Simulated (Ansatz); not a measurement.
Suppose In₄Ru takes space group F-43m (No. 216), with In on 16e; Ru on 4c.

All numbers below come from DFT PBE, scalar-relativistic, plane waves, PAW in Ansatz 0.2.0. Cutoff 420 eV, Γ-centred mesh, Gaussian smearing, no spin polarisation.

Energies over the elements count from the elements' standard structures at the same level, with no fitted energy shifts.

Problem. Which cell and coordinates does it relax to?

Solution.

Space group F-43m (No. 216). a = 8.063 Å, b = 8.063 Å, c = 8.063 Å, α = 90.00°, β = 90.00°, γ = 90.00°
```json
{"atom": "In", "site": "16e", "symmetry": ".3m", "x": "0.1249", "y": "0.1249", "z": "0.8751"}
{"atom": "Ru", "site": "4c", "symmetry": "-43m", "x": "0.2500", "y": "0.2500", "z": "0.2500"}
```

Around In lie 6 In at 2.85 Å and 3 Ru at 3.34 Å; Ru has 12 In at 3.34 Å. Another local minimum with the same sites may exist.

Problem. And its energy and gap?

Solution. The formation energy is +0.738 eV/atom. The gap on the 8×8×8 mesh of the 5-atom cell is 0.25 eV. The separate elements lie lower, so it is unstable against them.

The last run used Gaussian smearing of 0.02 eV. Kohn–Sham gaps at this level usually fall short of measured ones. Small gaps are read on the mesh alone, and bands can cross between its points. A structure relaxed within its symmetry needn't be a true minimum. Another cell of In4Ru relaxed alike, in Im-3m, lies 0.76 eV/atom lower, so this cell isn't the stable form at this level.
